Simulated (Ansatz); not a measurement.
SnO, DFT, LDA, all-electron LAPW, scalar-relativistic (Ansatz 0.2.0), run on 1 thread of Arm Neoverse V2 on a shared host.

The cell comes from COD entry 9008956, which wasn't checked; take it as a given geometry. The listed cell was then made from it by scaling, straining or moving an atom.

Command: `ansatz run input.yaml --threads 1 --pin off --max-ram 4096MiB --backend cpu --events-out ev --progress --plain --runs-dir out`

```yaml
crystal:
  lattice:
    - [3.789284186, 0.0, 0.0]
    - [0.0, 3.789284186, 0.0]
    - [0.0, 0.0, 4.8198259661]
  atoms:
    - { symbol: Sn, position: [0.0, 0.5, 0.2385] }
    - { symbol: Sn, position: [0.5, 0.0, 0.7615] }
    - { symbol: O, position: [0.0, 0.0, 0.0] }
    - { symbol: O, position: [0.5, 0.5, 0.0] }
kpoints:
  mp_grid: { grid: [6, 6, 5] }
  band_path:
    path:
      - [0.0, 0.0, 0.0]
      - [0.0, 0.5, 0.0]
      - [0.5, 0.5, 0.0]
      - [0.0, 0.0, 0.0]
      - [0.0, 0.0, 0.5]
      - [0.0, 0.5, 0.5]
      - [0.5, 0.5, 0.5]
      - [0.0, 0.0, 0.5]
      - [0.0, 0.5, 0.0]
    npoints: 5
scf:
  occupations: { method: fermi_dirac, width: 0.02 }
hamiltonian:
  xc: lda
  pseudopotentials: { kind: all_electron, lapw: { basis_error: 0.0005 } }
output:
  forces: true
  stress: true
  eigenvalues: true
```

(1) How large is the problem that the program sets up?

(2) Estimate the wall time and the peak memory.

Results:

(1) 30 irreducible k-points, 1155 plane waves at Γ, 48 bands.

(2) 50 s of wall time for 10 SCF iterations, with a peak of 0.51 GiB. Times on shared machines scatter by tens of per cent.
